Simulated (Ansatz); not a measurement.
VPt3:
```cif
data_Pt9V3
_chemical_formula_sum 'V3 Pt9'
_space_group_name_H-M_alt 'R-3m :H'
_space_group_IT_number 166
_space_group_name_Hall '-R 3 2"'
_cell_length_a 2.74610
_cell_length_b 2.74610
_cell_length_c 27.09149
_cell_angle_alpha 90.000
_cell_angle_beta 90.000
_cell_angle_gamma 120.000
loop_
_atom_site_label
_atom_site_type_symbol
_atom_site_symmetry_multiplicity
_atom_site_Wyckoff_symbol
_atom_site_fract_x
_atom_site_fract_y
_atom_site_fract_z
_atom_site_occupancy
V1 V 3 a 0.00000 0.00000 0.00000 1
Pt1 Pt 6 c 0.00000 0.00000 0.25617 1
Pt2 Pt 3 b 0.00000 0.00000 0.50000 1
```
(The calculation used a cell of 4 atoms; values per cell refer to that cell.)

Relaxed with r²SCAN.

Question: Which orbitals make up the states near the Fermi level in r²SCAN in the plane-wave PAW code Ansatz?

Answer: Within 0.5 eV of the Fermi level: Pt 5d 51 %, V 3d 39 %. Projections are on Löwdin-orthogonalised atomic valence shells; empty p or d shells of many metals are not among them.

Question: Tabulate the density of states.

Answer: States/eV per cell of 4 atoms, in 0.25 eV bins, energy from the Fermi level.

```
E (eV)  total  Pt 5d  V 3d  Pt 6s
------  -----  -----  ----  -----
-7.85    0.65   0.12  0.01   0.44
-7.60    0.85   0.22  0.01   0.52
-7.35    1.39   0.59  0.04   0.65
-7.10    2.30   1.32  0.07   0.79
-6.85    3.59   2.51  0.10   0.87
-6.60    3.35   2.45  0.10   0.68
-6.35    4.39   3.45  0.17   0.60
-6.10    4.61   3.76  0.23   0.37
-5.85    5.08   4.28  0.27   0.25
-5.60    5.63   4.86  0.28   0.17
-5.35    3.43   3.02  0.19   0.11
-5.10    4.49   3.73  0.36   0.24
-4.85    6.22   5.30  0.53   0.24
-4.60    6.00   5.24  0.38   0.24
-4.35    5.07   4.35  0.31   0.26
-4.10    5.54   4.89  0.25   0.23
-3.85    4.36   3.70  0.31   0.19
-3.60    5.36   4.44  0.49   0.22
-3.35    6.46   5.41  0.53   0.25
-3.10    5.88   4.94  0.47   0.22
-2.85    4.38   3.59  0.40   0.19
-2.60    5.21   4.15  0.66   0.16
-2.35    5.85   4.70  0.68   0.20
-2.10    3.94   3.20  0.38   0.15
-1.85    4.34   3.54  0.43   0.16
-1.60    4.53   3.33  0.75   0.23
-1.35    4.19   2.77  1.08   0.16
-1.10    4.01   2.63  1.11   0.13
-0.85    6.05   4.42  1.36   0.13
-0.60    3.69   2.24  1.17   0.16
-0.35    3.75   2.15  1.31   0.15
-0.10    3.04   1.72  1.02   0.12
0.15     3.11   1.38  1.40   0.16
0.40     3.42   1.55  1.53   0.15
0.65     4.85   1.94  2.46   0.19
0.90     3.39   1.00  1.96   0.17
1.15     3.29   0.89  1.96   0.17
1.40     3.48   0.86  2.12   0.22
1.65     3.93   0.85  2.66   0.19
1.90     4.21   0.66  3.24   0.16
2.15     2.09   0.32  1.37   0.22
2.40     2.03   0.28  1.25   0.27
2.65     1.85   0.25  1.01   0.31
2.90     1.53   0.23  0.63   0.34
3.15     1.38   0.20  0.45   0.35
3.40     1.29   0.18  0.33   0.36
3.65     1.14   0.15  0.25   0.33
3.90     1.04   0.12  0.19   0.30
4.15     1.00   0.10  0.17   0.28
4.40     0.99   0.09  0.14   0.28
4.65     0.95   0.08  0.12   0.25
```

The first step of the workflow began from a Materials Project structure, measured or hypothetical; the Crystallography Open Database copy checked does not list it. COD files the formula under space group No. 139, 221. Its standing as an ambient phase is unchecked. The cell was relaxed with r²SCAN under the symmetry of its start; its stability against distortions is not shown here. The run is not spin-polarised. Scalar-relativistic: spin–orbit coupling is off unless named, which matters more the heavier the elements.

Potentials: the later of the program's two PAW sets.
